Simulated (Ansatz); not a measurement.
An input for the plane-wave PAW code Ansatz:

```yaml
crystal:
  lattice:
    - [2.7577772878, 0.0, 0.0]
    - [-1.3788886439, 2.3883051892, 0.0]
    - [0.0, 0.0, 4.4625251524]
  atoms:
    - { symbol: Re, position: [0.3333333333, 0.6666666667, 0.75] }
    - { symbol: Re, position: [0.6666666667, 0.3333333333, 0.25] }
basis:
  ecutwfc: 500
  ecutrho_ratio: 4
kpoints:
  mp_grid: { grid: [18, 18, 10] }
  band_path:
    path:
      - [[0.0, 0.0, 0.0], [0.5, 0.0, 0.0], [0.33333333, 0.33333333, 0.0], [0.0, 0.0, 0.0], [0.0, 0.0, 0.5], [0.5, 0.0, 0.5], [0.33333333, 0.33333333, 0.5], [0.0, 0.0, 0.5]]
      - [[0.5, 0.0, 0.5], [0.5, 0.0, 0.0]]
      - [[0.33333333, 0.33333333, 0.5], [0.33333333, 0.33333333, 0.0]]
    npoints: 14
hamiltonian:
  xc: r2scan
scf:
  occupations: { method: gaussian, width: 0.05 }
  n_extra_bands: 13
output:
  forces: true
  stress: true
  eigenvalues: true
  populations: true
  dos: { projected: true, de: 0.02, nscf_kmesh: { grid: [27, 27, 15] } }
  bader: false
```

The output:

```
scf.n_extra_bands = 13 over 15 filled bands (N_el = 30.0): the run solves 28 bands
Pseudopotentials: kind: paw
Pseudopotential: Re, paw, valence charge 15, recommended cutoff 500 eV (meta_gga), Re.paw.azcp
Crystal: 2 atoms, lattice volume = 29.392 Å³
Basis set: ecut = 500 eV, 713 PW (Γ), exchange–correlation on 96×96×144 points (64 copies of the dense FFT grid, shifted against one another)
Bands: 28, of which v1, the nominal top of the filled ones, is band 15 counted from 1 (14 counted from 0)
Symmetry: 24 space group operations
Space group: P63/mmc (ITA 194), of the structure as read, at distance tolerance 3.1e-5 Å
k-points: 222 of 3240
Initial density: superposition of atomic densities (neutral atoms: chi_scale 0, normalization atom), corrected by the library's trained network
Initial wavefunctions: pseudopotential atomic-orbital guess
Functional: x = r2scan, c = r2scan; τ floored in thin density (d = 2e-4 eV/Å³)
```

SCF trace (energy estimate counted from the last row):
| iteration | ΔE (eV) | density residual (eV) |
| --- | --- | --- |
| 1 | 0.041 | 1.25e-2 |
| 2 | 3.9e-03 | 4.01e-3 |
| 3 | 3.1e-05 | 7.58e-5 |
| 4 | 3.0e-06 | 2.16e-6 |
| 5 | 0.000 | 1.37e-7 |
| 6 | 0.000 | 3.54e-9 |

```
SCF 1 converged in 6 iterations: F = -21761.626185 eV  dr2 = 3.54e-9
NSCF: frozen V_eff on 129 k-points
NSCF: frozen V_eff on 600 k-points
SCF converged after 6 iterations
Free energy (F): -21761.626185 eV
E sigma→0 (E₀):  -21761.625305 eV
Entropy (-TS):   -0.001760 eV (-0.880 meV/atom)
Fermi energy:    23.811262 eV
--- Forces (eV/Å), atoms counted from 1 ---
  atom   1  Re     0.00000000     0.00000000     0.00000000
  atom   2  Re     0.00000000     0.00000000     0.00000000
--- Stress (GPa, compression-positive) ---
        0.037650       0.000000       0.000000
        0.000000       0.037650       0.000000
        0.000000       0.000000      -0.029355
  P = ⅓ Tr σ = 0.0153 GPa (0.153 kbar)
--- Löwdin populations: 2 sites ---
  site symbol       q [e]
     0     Re     14.8402
     1     Re     14.8402
```

In short (r²SCAN): pressure 0.0 GPa, gap on the mesh zero (metallic).

It took of the order of 50 core-seconds on a shared host.

Total energies depend on the potentials used, so only differences within one code and one set of settings carry meaning.

No spin–orbit coupling, a notable omission for heavy elements.
